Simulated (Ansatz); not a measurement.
A trial cell of Os went into the relaxation workflow.

The cell of Os is invented: random sheet by layer group and Wyckoff sites. The dimensions are guesses.

This is a two-dimensional sheet: the third axis spans vacuum and isn't periodic.

```
CELL_PARAMETERS angstrom
3.16174 0.00000 0.00000
0.00000 3.16174 0.00000
0.00000 0.00000 15.00000
ATOMIC_POSITIONS crystal
Os 0.50000 0.00000 0.50894
Os 0.00000 0.50000 0.49106
```

All numbers below come from DFT PBE, scalar-relativistic, plane waves, PAW (Ansatz 0.2.0).

Input of the final relaxation:

```yaml
crystal:
  lattice:
    - [3.4169103213, 0.0, 0.0]
    - [0.0, 3.4169103213, 0.0]
    - [0.0, 0.0, 24.3362944]
  atoms:
    - { symbol: Os, position: [0.5, 0.0, 0.3126202079] }
    - { symbol: Os, position: [0.0, 0.5, 0.3037431444] }
  periodic: [true, true, false]
basis:
  ecutwfc: 420
kpoints:
  mp_grid: { grid: [16, 16, 1] }
hamiltonian:
  xc: pbe
scf:
  occupations: { method: gaussian, width: 0.1 }
output:
  forces: true
  stress: true
  eigenvalues: true
  write_density: true
  write_potential: true
  elf: true
  volumetric_format: npy
relax:
  adjacent_minimum: "off"
  f_tol: 0.01
  max_steps: 80
  cell: { stress_2d_tol: 0.02 }
```

```bash
ansatz run input.yaml --threads 1 --pin off --max-ram 2560MiB --backend cpu --events-out ev --progress --plain --runs-dir out
```

Last lines of the log:

```
--- Forces (eV/Å), atoms counted from 1 ---
  atom   1  Os     0.00000000     0.00000000     0.14347408
  atom   2  Os     0.00000000     0.00000000    -0.14347408
--- 2D stress c σ (N/m, compression-positive) ---
       -1.202230       0.000000       0.000000
        0.000000      -1.202230       0.000000
        0.000000       0.000000       0.000000
  P = ½ c Tr σ = -1.2022 N/m
--- Band table (eV; the first three rows and the last of 45) ---
  k-point 0: bands = ["-91.5804", "-91.4088", "-51.3634", "-50.9730", "-50.9730", "-50.6172", "-50.4532", "-50.4532", "-13.9280", "-11.8119", "-11.7527", "-7.9581", "-7.4665", "-7.4665", "-6.6462", "-5.8142", "-5.7328", "-3.6184", "-3.6184", "-2.8307", "-2.2546", "-0.2929", "0.0981", "1.2712"]
  k-point 1: bands = ["-91.5779", "-91.4095", "-51.3632", "-51.0044", "-50.9666", "-50.6035", "-50.4676", "-50.4567", "-13.8185", "-11.7705", "-11.6387", "-7.9233", "-7.6715", "-7.4788", "-6.3831", "-5.9121", "-5.8271", "-3.9403", "-3.4900", "-2.9111", "-1.9651", "-0.2158", "0.2100", "1.3471"]
  k-point 2: bands = ["-91.5704", "-91.4117", "-51.3641", "-51.0828", "-50.9479", "-50.5758", "-50.5063", "-50.4673", "-13.5067", "-11.7277", "-11.2356", "-7.9813", "-7.8424", "-7.5210", "-6.3299", "-5.8830", "-5.8427", "-4.5053", "-3.2214", "-3.1106", "-1.4622", "0.0138", "0.5225", "1.5733"]
  k-point 44: bands = ["-91.4457", "-91.4457", "-51.5011", "-51.5011", "-50.9069", "-50.9069", "-50.7349", "-50.7349", "-11.2949", "-11.2949", "-10.5683", "-10.5683", "-5.5338", "-5.5338", "-4.2610", "-4.2610", "-2.4498", "-2.4498", "-0.7814", "-0.7814", "3.8960", "3.8960", "5.9251", "5.9251"]
  the weakly bound empty levels are not read free of the cell's end (walk_step)
End of that report.
Error: this geometry's ions and any external_charges that add to its thickness leave 10.49 Å inside the cut of a slab, less than keeps its energies, forces and levels apart from the length of the vector that does not repeat. The run stands on 24.3 Å: of a walk, start a new run from the last geometry
```

Task: What happened?

Result: The program stopped on purpose. The sheet grew thicker as it relaxed, so half the box height, where the images are cut off, exceeded its thickness by only 10.49 Å, too little to keep the results free of the box's height. A new run from the last geometry lets the program choose a taller box. It had made 8 ionic steps, with the energy down by 0.955 eV/atom and the largest force component at 0.143 eV/Å. No property of the compound can be read from it.

It took 7.8 min on 1 thread of Intel(R) Xeon(R) Processor @ 2.50GHz (Skylake/Cascade Lake), with other jobs on the host, peak memory 0.62 GiB.
